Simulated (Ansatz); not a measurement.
This guess for Hf4C is about to be relaxed.

Space group I4/m (No. 87). a = 6.347 Å, b = 6.347 Å, c = 3.982 Å, α = 90.00°, β = 90.00°, γ = 90.00°
| atom | site | symmetry | x | y | z |
| --- | --- | --- | --- | --- | --- |
| Hf | 8h | m.. | 0.2000 | 0.6000 | 0.0000 |
| C | 2a | 4/m.. | 0.0000 | 0.0000 | 0.0000 |

All numbers below come from DFT PBE, scalar-relativistic, plane waves, PAW (Ansatz). Cutoff 420 eV, Gaussian smearing, Γ-centred meshes. Cell and atoms relax first on a coarse mesh and then on a finer one. In between, the cell is made exact in the group found at 0.06 Å. In metals the finer mesh still leaves noise of several meV/atom or more. The steps can't lower the symmetry of their start. No spin polarisation.

A guess keeps its type if space group and coordination stay and the shape of the cell changes little (axis ratios within about 15 %, angles within 6°); the volume may change.

Question: Does it keep its structure type, or change into something else?

Answer: It doesn't keep its type. The symmetry stays I4/m (No. 87). The volume per atom grows by 25.9 %, from 16.0 to 20.2 Å³. The shortest distance goes from 2.83 Å (Hf–C and Hf–Hf) to 2.22 Å (Hf–C). The ratio c/a of the conventional cell changes by a factor of 1.39. Counting neighbours within 15 % of an atom's shortest distance, the start has C 12, Hf 12 and the end C 4, Hf 1. In detail, at the end around Hf lie 1 C at 2.22 Å, 5 Hf at 2.89–3.14 Å and 6 Hf at 3.34–3.37 Å; C has 4 Hf at 2.22 Å.

```cif
data_structure
_symmetry_space_group_name_H-M 'I4/m'
_symmetry_Int_Tables_number 87
_cell_length_a 6.1413
_cell_length_b 6.1413
_cell_length_c 5.3539
_cell_angle_alpha 90.000
_cell_angle_beta 90.000
_cell_angle_gamma 90.000
_cell_volume 201.93
loop_
_atom_site_label
_atom_site_type_symbol
_atom_site_symmetry_multiplicity
_atom_site_Wyckoff_symbol
_atom_site_fract_x
_atom_site_fract_y
_atom_site_fract_z
_atom_site_occupancy
Hf1 Hf 8 h 0.15767 0.32572 0.00000 1
C1 C 2 a 0.00000 0.00000 0.00000 1
```

The last run used a 10×10×10 mesh for its 5-atom cell and Gaussian smearing of 0.10 eV. These runs have no spin–orbit coupling, which can matter for Hf. A structure relaxed within its symmetry needn't be a true minimum. Another cell of Hf4C relaxed alike, in P-3m1, lies 0.62 eV/atom lower, so this cell isn't the stable form at this level.
